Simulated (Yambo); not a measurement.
Yambo run on LaOF (space group P4/nmm, No. 129). The wavefunctions come from this Quantum ESPRESSO step (PBEsol, PseudoDojo standard norm-conserving files, scalar-relativistic):

```
&CONTROL
  calculation = 'nscf'
  pseudo_dir = './pseudo'
  outdir = './out'
/
&SYSTEM
  ibrav = 0
  nat = 6
  ntyp = 3
  ecutwfc = 110.0
  ecutrho = 440.0
  occupations = 'fixed'
  force_symmorphic = .true.
  nbnd = 146
/
&ELECTRONS
  conv_thr = 6.000000000000001e-09
  diago_full_acc = .true.
  diago_thr_init = 1e-08
/
ATOMIC_SPECIES
O 15.9990 O.upf
F 18.9984 F.upf
La 138.9055 La.upf
CELL_PARAMETERS angstrom
  4.069240000000   0.000000000000   0.000000000000
  0.000000000000   4.069240000000   0.000000000000
  0.000000000000   0.000000000000   5.813920000000
ATOMIC_POSITIONS crystal
O   0.000000000000   0.000000000000   0.500000000000
O   0.500000000000   0.500000000000   0.500000000000
F   0.500000000000   0.500000000000   0.000000000000
F   0.000000000000   0.000000000000   0.000000000000
La   0.500000000000   0.000000000000   0.715710000000
La   0.000000000000   0.500000000000   0.284290000000
K_POINTS automatic
4 4 2 0 0 0
```

Yambo input:

```
rim_cut
gw0
dyson
el_el_corr
HF_and_locXC
ppa
em1d
RandQpts= 1000000
RandGvec= 1 Ry
EXXRLvcs= 110 Ry
VXCRLvcs= 440 Ry
Chimod= "HARTREE"
% BndsRnXp
 1 | 144 |
%
NGsBlkXp= 7 Ry
% LongDrXp
 1.0 | 1.0 | 1.0 |
%
PPAPntXp= 27.2114 eV
% GbndRnge
 1 | 144 |
%
GTermKind= "BG"
DysSolver= "n"
ExtendOut
% QPkrange
 1 | 1 | 24 | 25 |
 2 | 2 | 24 | 25 |
 5 | 5 | 24 | 25 |
 6 | 6 | 24 | 25 |
 7 | 7 | 24 | 25 |
 8 | 8 | 24 | 25 |
 11 | 11 | 24 | 25 |
 12 | 12 | 24 | 25 |
%
```

k points by index: 1 = Γ, 2 = Z, 5 = X, 6 = R, 7 = (0.25, 0.25, 0), 8 = (0.25, 0.25, -0.5), 11 = M, 12 = A.

Table of the .qp output:

```
#    K-point    Band    Eo [eV]    E [eV]    E-Eo [eV]    Vxc [eV]    Vnlxc [eV]    Sc|Eo [eV]    Sc|E [eV]    dSc/dw|Eo [eV]    Re(Z)    Im(Z)
#
    1    24    -0.353640    -1.053144    -0.699504    -18.61800    -23.51899    4.013812    4.201494    -7.299452    0.788485    -0.001554
    1    25    4.855165    6.494830    1.639664    -11.04113    -4.212247    -4.880834    -5.189214    -5.117410    0.841706    -0.001007
    2    24    -0.216690    -0.909369    -0.692679    -19.02921    -23.96903    4.061514    4.247143    -7.291059    0.788678    -0.001281
    2    25    4.976455    7.374348    2.397893    -13.77664    -5.370983    -5.483684    -6.007760    -5.946832    0.820651    -0.001236
    5    24    -0.430023    -1.185027    -0.755004    -18.97928    -24.08194    4.145227    4.347655    -7.294481    0.788599    -0.001381
    5    25    4.867857    7.483087    2.615229    -13.66402    -4.661916    -5.805920    -6.386876    -6.044473    0.818242    -0.001160
    6    24    -0.595466    -1.340221    -0.744754    -18.38584    -23.38145    4.051449    4.250859    -7.284406    0.788829    -0.001579
    6    25    4.928077    8.332117    3.404040    -14.73830    -3.774694    -6.745894    -7.559569    -6.504015    0.807089    -0.001298
    7    24    -0.080506    -0.753521    -0.673014    -19.02022    -23.89525    4.021715    4.202019    -7.288855    0.788728    -0.001226
    7    25    4.707918    6.998231    2.290313    -13.71581    -5.699839    -5.227361    -5.725660    -5.919986    0.821316    -0.001113
    8    24    0.000000    -0.677257    -0.677257    -19.29718    -24.21772    4.061953    4.243290    -7.284683    0.788824    -0.001216
    8    25    4.841523    7.334548    2.493025    -13.42708    -4.713009    -5.674054    -6.221049    -5.970101    0.820076    -0.001139
    11    24    -0.326687    -1.069397    -0.742711    -18.57753    -23.50184    3.983895    4.181601    -7.242335    0.789793    -0.001341
    11    25    4.745508    6.392062    1.646554    -12.98998    -6.515185    -4.488463    -4.828242    -5.614889    0.828950    -0.001058
    12    24    -0.359199    -1.099826    -0.740627    -18.47079    -23.35503    3.947020    4.143617    -7.221963    0.790260    -0.001310
    12    25    4.593650    6.874865    2.281216    -13.49064    -5.462953    -5.253362    -5.746474    -5.881715    0.822266    -0.001103
```
(The two width columns are left out.) Convergence of these settings isn't established.

Geometry of the Materials Project entry, not relaxed at this level.

The structure is a Materials Project entry; no match was found in the copy of COD used, and its stability was not checked.
